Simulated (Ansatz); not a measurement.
Nb:
```cif
data_Nb
_chemical_formula_sum 'Nb1'
_space_group_name_H-M_alt 'P 1'
_space_group_IT_number 1
_cell_length_a 2.92690
_cell_length_b 2.92690
_cell_length_c 2.92690
_cell_angle_alpha 60.000
_cell_angle_beta 60.000
_cell_angle_gamma 60.000
loop_
_space_group_symop_operation_xyz
  'x, y, z'
loop_
_atom_site_label
_atom_site_type_symbol
_atom_site_fract_x
_atom_site_fract_y
_atom_site_fract_z
_atom_site_occupancy
Nb1 Nb 0.00000 0.00000 0.00000 1
```

Relaxed with LDA.

Q: Which orbitals make up the states near the Fermi level in LDA in the plane-wave PAW code Ansatz?

A: Within 0.5 eV of the Fermi level: Nb 4d 89 %, Nb 5s 7 %. Projections are on Löwdin-orthogonalised atomic valence shells; empty p or d shells of many metals are not among them.

Q: Tabulate the density of states.

A: States/eV per cell of 1 atom, in 0.25 eV bins, energy from the Fermi level.

```
E (eV)  total  Nb 4d  Nb 5s  Nb 4p
------  -----  -----  -----  -----
-6.45    0.00   0.00   0.00   0.00
-6.20    0.02   0.00   0.02   0.00
-5.95    0.04   0.00   0.03   0.00
-5.70    0.06   0.00   0.05   0.00
-5.45    0.07   0.00   0.06   0.00
-5.20    0.09   0.00   0.07   0.00
-4.95    0.11   0.01   0.08   0.00
-4.70    0.13   0.01   0.10   0.01
-4.45    0.17   0.03   0.12   0.01
-4.20    0.34   0.17   0.15   0.01
-3.95    0.75   0.48   0.22   0.01
-3.70    1.01   0.70   0.25   0.02
-3.45    1.28   0.98   0.24   0.02
-3.20    1.47   1.22   0.20   0.02
-2.95    1.41   1.24   0.13   0.02
-2.70    1.28   1.16   0.09   0.02
-2.45    1.06   0.98   0.06   0.02
-2.20    0.84   0.79   0.03   0.02
-1.95    1.17   1.11   0.02   0.03
-1.70    1.21   1.14   0.03   0.03
-1.45    0.92   0.86   0.03   0.02
-1.20    0.97   0.89   0.05   0.02
-0.95    1.15   1.04   0.07   0.02
-0.70    1.20   1.07   0.09   0.02
-0.45    1.29   1.14   0.10   0.02
-0.20    1.49   1.31   0.12   0.02
0.05     1.51   1.35   0.10   0.02
0.30     1.55   1.40   0.09   0.01
0.55     1.52   1.37   0.09   0.01
0.80     1.16   1.02   0.07   0.01
1.05     0.95   0.84   0.05   0.01
1.30     0.90   0.80   0.04   0.01
1.55     0.85   0.77   0.03   0.01
1.80     1.04   0.97   0.04   0.01
2.05     1.26   1.17   0.05   0.01
2.30     0.99   0.92   0.04   0.00
2.55     0.80   0.73   0.04   0.00
2.80     0.83   0.77   0.03   0.00
3.05     0.81   0.75   0.03   0.00
3.30     0.79   0.72   0.03   0.00
3.55     0.78   0.72   0.03   0.00
3.80     0.80   0.74   0.03   0.00
4.05     0.85   0.79   0.04   0.00
4.30     0.97   0.90   0.04   0.00
4.55     1.25   1.17   0.05   0.00
4.80     1.41   1.32   0.05   0.00
```

Space group Fm-3m (fcc (Cu type)). The workflow started from an entry of the Crystallography Open Database (COD), which files this formula under 2 space groups. It is not the phase usual at ambient conditions (space group No. 229). The LDA relaxation kept the symmetry of its start. At this level the phase is mechanically unstable. The run is not spin-polarised. Scalar-relativistic: spin–orbit coupling is off unless named, which matters more the heavier the elements.

Potentials: the earlier of the program's two PAW sets. The files were generated under PBE; for other functionals the program regenerates the frozen cores, and for LDA and PBEsol the local potential too.
